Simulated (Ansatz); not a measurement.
Space group P4/nmm:1 (No. 129). a = 3.718 Å, b = 3.718 Å, c = 8.378 Å, α = 90.00°, β = 90.00°, γ = 90.00°
```csv
atom,site,symmetry,x,y,z
Zr,2c,4mm,0.0000,0.5000,0.2607
Ge,2a,-4m2,0.0000,0.0000,0.0000
Se,2c,4mm,0.0000,0.5000,0.6229
```

Equation of state of this ZrGeSe structure (not necessarily the ground state), with shape and atoms relaxed at each volume where symmetry leaves them free. It has no gap at any of these volumes. These are results of DFT r2SCAN, scalar-relativistic, plane waves, PAW (Ansatz 0.2.0), not measurements.

Cutoff 500 eV; k points 10×10×4 on the computed 6-atom cell (Γ-centred); Gaussian smearing, width 0.10 eV; no spin polarisation.

| V (Å³/atom) | E − E(largest V) (meV/atom) | P (GPa) |
| --- | --- | --- |
| 16.984 | 92.76 | 18.90 |
| 17.563 | 35.63 | 12.92 |
| 18.142 | -1.62 | 7.86 |
| 18.721 | -22.07 | 3.58 |
| 19.300 | -28.39 | 0.00 |
| 19.879 | -23.03 | -2.91 |
| 20.458 | -10.68 | -3.18 |
| 21.230 | 0.00 | -1.61 |

Task: Does one Birch–Murnaghan curve describe these points?

Result: Not well: the fit leaves 1.92 meV/atom rms, which suggests a change of structure or state along the series.

Cost: 8 runs of about 36 core-minutes in all, on Arm Neoverse V2 (shared hosts).